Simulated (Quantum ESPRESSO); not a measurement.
# Kohn-Sham bands of Te (C2/m)

```
CELL_PARAMETERS angstrom
      3.82029    -2.14820     0.00000
      3.82029     2.14820     0.00000
     -0.09429     0.00000     5.97609
ATOMIC_POSITIONS crystal
  Te 0.69055 0.69055 0.66119
  Te 0.30945 0.30945 0.33881
  Te 0.00000 0.00000 0.00000
```

Cell from Materials Project (mp-570459), symmetrised, no further relaxation. Not found in the COD (Crystallography Open Database) copy used, which has the formula in other groups; not checked further. Level: PBEsol, spinors with spin-orbit coupling; pw.x of Quantum ESPRESSO at 64 Ry with PseudoDojo potentials, 6×6×4 k-points, Wannier90. Density: 8×8×6 mesh, cold smearing 0.01 Ry. With spin-orbit coupling a semilocal functional can close or falsely invert a small gap; the band order was not checked against a better method.

List the Kohn-Sham levels between −8 and 3.0 eV relative to the Fermi level at the high-symmetry points, as a band run of pw.x on that density gives them (levels within 2 meV counted together).


| point | k (reciprocal lattice) | levels (eV) |
|---|---|---|
| Γ | 0.000 0.000 0.000 | -2.90 (×2), -2.86 (×2), -2.11 (×2), -1.97 (×2), -1.49 (×2), -1.28 (×2), 0.43 (×2), 1.36 (×2), 1.79 (×2) |
| C | -0.329 0.329 0.000 | -4.36 (×2), -4.16 (×2), -3.68 (×2), -3.56 (×2), -3.22 (×2), -2.93 (×2), 2.83 (×2), 2.98 (×2) |
| C_2 | -0.671 -0.329 0.000 | -4.36 (×2), -4.16 (×2), -3.68 (×2), -3.56 (×2), -3.22 (×2), -2.93 (×2), 2.83 (×2), 2.98 (×2) |
| Y_2 | -0.500 -0.500 0.000 | -4.95 (×2), -4.25 (×2), -4.09 (×2), -3.86 (×2), -0.42 (×2), -0.29 (×2), 0.29 (×2), 0.39 (×2), 2.42 (×2) |
| M_2 | -0.500 -0.500 0.500 | -5.94 (×2), -3.49 (×2), -3.32 (×2), -2.90 (×2), -2.48 (×2), -0.02 (×2), 0.33 (×2), 2.00 (×2), 2.80 (×2) |
| D | -0.673 -0.327 0.500 | -5.48 (×2), -5.24 (×2), -5.19 (×2), -0.57 (×2), -0.25 (×2), 0.14 (×2), 0.33 (×2), 0.49 (×2), 0.97 (×2) |
| D_2 | -0.327 0.327 0.500 | -5.48 (×2), -5.24 (×2), -5.19 (×2), -0.57 (×2), -0.25 (×2), 0.14 (×2), 0.33 (×2), 0.49 (×2), 0.97 (×2) |
| A | 0.000 0.000 0.500 | -3.89 (×2), -2.75 (×2), -2.36 (×2), -1.34 (×2), -0.99 (×2), -0.23 (×2), -0.22 (×2), 0.15 (×2), 0.33 (×2) |
| L_2 | -0.500 0.000 0.500 | -5.95 (×2), -3.68 (×2), -3.50 (×2), -2.68 (×2), -2.56 (×2), -0.16 (×2), 0.31 (×2), 1.84 (×2), 2.85 (×2) |
| V_2 | -0.500 0.000 0.000 | -4.86 (×2), -4.49 (×2), -4.10 (×2), -3.77 (×2), -0.66 (×2), -0.65 (×2), 0.34 (×2), 0.46 (×2), 2.39 (×2) |
